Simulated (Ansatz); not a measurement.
Property card for Zn

Zn:
```
Zn
1.0
    0.00000     1.91884     1.91884
    1.91884     0.00000     1.91884
    1.91884     1.91884     0.00000
Zn
1
Direct
  0.00000   0.00000   0.00000
```

Space group Fm-3m (No. 225), fcc (Cu type); conventional cell a = b = c = 3.838 Å, α = β = γ = 90.00°.

Method: DFT-PBEsol in the program Ansatz with PAW potentials. Structure relaxed to zero pressure with the same functional. Other levels are named where they apply.

Cell and energy:

| Property | Result |
|---|---|
| Volume per atom | 14.13 Å³ |
| Density | 7.68 g/cm³ |

Electronic structure:

| Item | Value |
|---|---|
| Electronic character | metallic (no gap) |
| Density of states at the Fermi level | 0.30 states/eV per atom (mean over ±0.08 eV) |

The first step of the workflow began from a Materials Project structure, measured or hypothetical; the Crystallography Open Database copy checked does not list it. It is not the phase usual at ambient conditions (space group No. 194). The cell was relaxed with PBEsol under the symmetry of its start; whether a distortion lowers the energy is not shown.

Potentials: the later of the program's two PAW sets.
